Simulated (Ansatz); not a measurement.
A distorted cell of ScAl₃ (Cu3Au type):

```yaml
crystal:
  lattice:
    - [4.10588, 0.00000, 0.00000]
    - [0.00000, 4.10588, 0.00000]
    - [0.00000, 0.00000, 4.10588]
  atoms:
    - { symbol: Al, position: [0.00000, 0.50000, 0.50000] }
    - { symbol: Al, position: [0.50000, 0.50000, 0.05650] }
    - { symbol: Al, position: [0.50000, 0.00000, 0.50000] }
    - { symbol: Sc, position: [0.00000, 0.00000, 0.00000] }
```

These are PBE (plane waves to 420 eV, PAW, scalar-relativistic; Ansatz, a quantum-chemistry and plane-wave program) values and carry that method's errors. k mesh 9×9×9 (Γ-centred), Fermi-Dirac smearing 0.05 eV. The energy includes the smearing's −TS. Compression counts positive. With partly filled bands, energies and forces of such displacements shift with the k mesh and the smearing. ScAl3 is run without spin polarisation. ScAl3 was relaxed with its symmetry unable to fall.

Task: Predict the force on every atom, in eV/Å.

Result: 
| atom | Fx | Fy | Fz |
|---|---|---|---|
| Al1 | 0.000 | 0.000 | 0.430 |
| Al2 | 0.000 | 0.000 | -1.065 |
| Al3 | 0.000 | 0.000 | 0.430 |
| Sc4 | 0.000 | 0.000 | 0.204 |

Task: What is the stress tensor (GPa)?

Result: 
```
    0.7      0.0      0.0
    0.0      0.7      0.0
    0.0      0.0      1.2
```
The pressure, a third of the trace, is 0.9 GPa.

Task: In it atom 2 sits (0.000, 0.000, 0.232) Å away from its relaxed site. What is its energy relative to the relaxed cell?

Result: 122 meV/cell.

(For displaced atoms, the force is minus the slope of the energy, and its curvature is a force constant, which sets phonon frequencies.)
